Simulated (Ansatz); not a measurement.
## Guessed and relaxed cells of Y2SiF2

The cell of Y2SiF2 is invented: random cell by space group and Wyckoff sites (P-3m1, No. 164). Its size is a rough estimate.

start.cif

```cif
data_structure
_symmetry_space_group_name_H-M 'P-3m1'
_symmetry_Int_Tables_number 164
_cell_length_a 4.0867
_cell_length_b 4.0867
_cell_length_c 6.9652
_cell_angle_alpha 90.000
_cell_angle_beta 90.000
_cell_angle_gamma 120.000
_cell_volume 100.74
loop_
_atom_site_label
_atom_site_type_symbol
_atom_site_symmetry_multiplicity
_atom_site_Wyckoff_symbol
_atom_site_fract_x
_atom_site_fract_y
_atom_site_fract_z
_atom_site_occupancy
Y1 Y 2 d 0.33333 0.66667 0.67611 1
Si1 Si 1 b 0.00000 0.00000 0.50000 1
F1 F 2 d 0.33333 0.66667 0.01513 1
```

All numbers below come from DFT PBE, scalar-relativistic, plane waves, PAW (Ansatz). Cutoff 420 eV, Gaussian smearing, Γ-centred meshes. Cell and atoms relax first on a coarse mesh and then on a converged one. In between, the cell is made exact in the group found at 0.06 Å. The steps can't lower the symmetry of their start. No spin polarisation in the relaxation; trial moments died out in a coarse test.

end.cif

```cif
data_structure
_symmetry_space_group_name_H-M 'P-3m1'
_symmetry_Int_Tables_number 164
_cell_length_a 4.0617
_cell_length_b 4.0617
_cell_length_c 6.6110
_cell_angle_alpha 90.000
_cell_angle_beta 90.000
_cell_angle_gamma 120.000
_cell_volume 94.45
loop_
_atom_site_label
_atom_site_type_symbol
_atom_site_symmetry_multiplicity
_atom_site_Wyckoff_symbol
_atom_site_fract_x
_atom_site_fract_y
_atom_site_fract_z
_atom_site_occupancy
Y1 Y 2 d 0.33333 0.66667 0.74426 1
Si1 Si 1 b 0.00000 0.00000 0.50000 1
F1 F 2 d 0.33333 0.66667 0.09893 1
```

The symmetry stays P-3m1 (No. 164). The volume per atom shrinks by 6.2 %, from 20.1 to 18.9 Å³. The shortest distance goes from 2.36 Å (Y–F) to 2.34 Å (Y–F). The energy falls by about 0.91 eV/atom (the start's value is from the coarse mesh).

```json
{
 "Volume per atom": "18.89 Å³",
 "Density": "4.29 g/cm³",
 "Energy over the elements": "−2.417 eV/atom",
 "Gap on the 12×12×6 mesh of the 5-atom cell": "0.13 eV"
}
```

The zero of energy is the elements' standard structures at the same level (F₂ as a molecule); no fitted shifts are applied. It lies below the elements, which doesn't yet make it stable against other compounds or structures.

The last run used Gaussian smearing of 0.01 eV. Kohn–Sham gaps at this level usually fall short of measured ones. Small gaps are read on the mesh alone, and bands can cross between its points. Symmetry constrained the relaxation, so the result can be a saddle point. In all, the 3 runs took 2.8 min on 1 thread of Arm Neoverse N1, on a shared host.
